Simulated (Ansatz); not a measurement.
Relaxed-ion elastic tensor of CsPbCl₃ (cubic perovskite, Pm-3m) in GPa (Voigt order), the program Ansatz at the LDA level (PAW); density 4.42 g/cm³, 33.58 Å³ per atom.

```
70.7   8.8   8.8   0.0   0.0   0.0
 8.8  70.7   8.8   0.0   0.0   0.0
 8.8   8.8  70.7   0.0   0.0   0.0
 0.0   0.0   0.0   4.2   0.0   0.0
 0.0   0.0   0.0   0.0   4.2   0.0
 0.0   0.0   0.0   0.0   0.0   4.2
```

Problem. Is the crystal mechanically stable?

Solution. Yes: the smallest eigenvalue of C is 4.2 GPa.

Problem. Work out the Voigt, Reuss and Hill averages.

Solution. K_V = 29.4, K_R = 29.4, K_H = 29.4; G_V = 14.9, G_R = 6.5, G_H = 10.7 GPa.

Problem. Give Young's modulus, Poisson's ratio, Pugh's ratio and the universal anisotropy index.

Solution. E = 9KG/(3K + G) = 28.6 GPa; ν = 0.34; K/G = 2.75 (ductile by the Pugh limit of 1.75); A_U = 5G_V/G_R + K_V/K_R − 6 = 6.50.

Problem. Estimate the sound speeds and the Debye temperature.

Solution. v_l = √((K + 4G/3)/ρ) = 3150 m/s, v_t = √(G/ρ) = 1560 m/s, mean 1750 m/s; Θ = (h/k)(3n/4πV)^(1/3) v_m = 161 K.

Problem. Give the Zener ratio and Young's modulus along [100], [110] and [111].

Solution. A = 2C44/(C11 − C12) = 0.14; 1/E = S11 − 2(S11 − S12 − S44/2)Γ with Γ = 0, 1/4, 1/3 gives 68.7, 15.3, 12.2 GPa.

This is a known high-temperature phase of the composition, computed here at zero pressure and temperature. The cell was relaxed with LDA under the symmetry of its start. At this level the phase is dynamically unstable (imaginary phonons). Spin–orbit coupling is left out wherever it is not named.

Potentials: the later of the program's two PAW sets.
